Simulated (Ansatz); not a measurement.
Single point in Ansatz 0.2.0 with PBEsol, no spin polarisation. Cutoff 420 eV, PAW datasets, 5×5×5 Γ-centred k mesh, fermi-dirac filling (width 0.1 eV).

Computed maps in the lattice plane spanned by b (left to right, 7.37 Å, 22 points from zero) and c (bottom to top, 7.37 Å, 22 points from zero), 96° apart, at height 0.377 along a. The fields are smooth PAW ones with compensation charges, not the true ones near nuclei.

Valence density. Digits on a logarithmic scale: 0 up to 0.03 e/Å³, each further digit a factor of 1.6, 9 from 1.3 e/Å³ up:
```
1122333333223466765432
1112223333334678876532
1112222333335789987542
1122222222235789987542
2223333222235688886532
2344444321234577765432
3456665432223455554322
4567776532223344433222
4678987543333222222223
5689987654443222111223
5688887776654321111223
4677777899864322111223
4556667999965432212223
3444568999965432223444
5333457999865432235787
7433456787654333358999
8534556665443332379999
8434566654433222479999
6334566654322222369999
3234566654322222346776
2234555543222233344443
1223444443222345554332
```

ELF. Ten even steps from '0' (0.00) to '9' (0.86):
```
1123331000003787777631
1122210000016877777752
1122210000027876677852
1122221000048876677852
1123442100137776778842
1256775310025777788631
2578888520012567776321
4787777621111234433212
6877677632222111111223
7876666633343210011224
7876666422334210012224
6877764200233210011113
3677642000023211111001
0144322000023321100110
2011222000223321003786
7101333222223331028999
9103566432222321069999
8115777653111221079999
4026777763111211049999
0036888763111111003774
0136787641101123210000
1134665210001357764110
```

Question: The cell is Ca6Zn2I6O. Which atoms lie within 0.2 Å of this plane, and where (fractions of b and c)?

Answer: Zn at (0.38, 0.38), Ca at (0.89, 0.20). The whole cell:
```
Zn Ca I O
1.0
     5.48143    3.16471    3.77804
    -5.48143    3.16471    3.77804
     0.00000   -6.32941    3.77805
Zn Ca I O
2 6 6 1
Direct
  0.37701 0.37701 0.37701
  0.62299 0.62299 0.62299
  0.20450 0.35709 0.89291
  0.89291 0.20450 0.35709
  0.35709 0.89291 0.20450
  0.79550 0.64291 0.10709
  0.10709 0.79550 0.64291
  0.64291 0.10709 0.79550
  0.53550 0.28180 0.15680
  0.15680 0.53550 0.28180
  0.28180 0.15680 0.53550
  0.46450 0.71820 0.84320
  0.84320 0.46450 0.71820
  0.71820 0.84320 0.46450
  0.00000 0.00000 0.00000
```

Origin: a known structure type with other elements, at an estimated volume, so it need not be a known compound. Caveats: many states at the Fermi level without spin polarisation, so a magnetic state may lie lower; atoms or cell far from equilibrium.
